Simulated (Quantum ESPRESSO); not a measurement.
**Band energies of PtS₂ monolayer**

```
PtS2
1.0
    3.51250     0.00000     0.00000
   -1.75625     3.04192     0.00000
    0.00000     0.00000    15.50000
S Pt
2 1
Direct
  0.33333   0.66667   0.07812
  0.66667   0.33333   0.92188
  0.00000   0.00000   0.00000
```

norm-conserving LDA (Quantum ESPRESSO, 84 Ry, no spin-orbit coupling); path ΓMKΓ; energies in eV from the valence-band maximum.

| k (1/Å) | point | band 11 | band 12 | band 13 | band 14 | band 15 | band 16 | band 17 | band 18 |
|---|---|---|---|---|---|---|---|---|---|
| 0.00 | Γ | -3.10 | -0.80 | -0.78 | -0.28 | -0.28 | 3.38 | 3.38 | 5.62 |
| 0.23 |  | -3.22 | -1.43 | -0.53 | -0.22 | -0.04 | 2.61 | 3.16 | 6.04 |
| 0.46 |  | -3.39 | -2.05 | -0.32 | -0.27 | -0.13 | 1.77 | 2.90 | 6.38 |
| 0.69 |  | -3.25 | -2.24 | -1.22 | -0.91 | -0.46 | 2.20 | 2.96 | 5.61 |
| 0.92 |  | -2.66 | -2.20 | -1.92 | -1.78 | -1.19 | 2.86 | 3.11 | 5.44 |
| 1.03 | M | -2.33 | -2.26 | -2.14 | -1.77 | -1.47 | 2.96 | 3.13 | 5.47 |
| 1.15 |  | -2.66 | -2.35 | -2.28 | -1.41 | -1.35 | 2.92 | 2.94 | 5.61 |
| 1.39 |  | -3.62 | -2.48 | -2.38 | -1.07 | -0.70 | 2.19 | 2.62 | 6.49 |
| 1.63 | K | -3.61 | -2.67 | -2.42 | -0.74 | -0.74 | 2.18 | 2.18 | 6.97 |
| 1.81 |  | -3.73 | -2.47 | -2.26 | -1.12 | -0.43 | 1.95 | 2.54 | 6.89 |
| 2.00 |  | -3.95 | -2.19 | -1.74 | -1.24 | -0.14 | 1.88 | 2.66 | 6.85 |
| 2.18 |  | -4.00 | -2.21 | -1.03 | -0.67 | 0.00 | 2.01 | 2.33 | 6.95 |
| 2.36 |  | -3.74 | -2.06 | -0.40 | -0.16 | -0.09 | 2.04 | 2.43 | 6.92 |
| 2.55 |  | -3.34 | -1.59 | -0.44 | -0.20 | -0.03 | 2.46 | 2.99 | 6.21 |
| 2.82 | Γ | -3.10 | -0.80 | -0.78 | -0.28 | -0.28 | 3.38 | 3.38 | 5.62 |

The LDA gap is indirect, 1.77 eV, from 46 % of the way from K to Γ to 44 % of the way from Γ to M; the smallest direct gap is 1.90 eV. The valence-band maximum lies 6.52 eV below the vacuum level.

Without spin-orbit coupling, band edges of such heavy elements can be off by tenths of an eV.

Geometry relaxed with LDA.
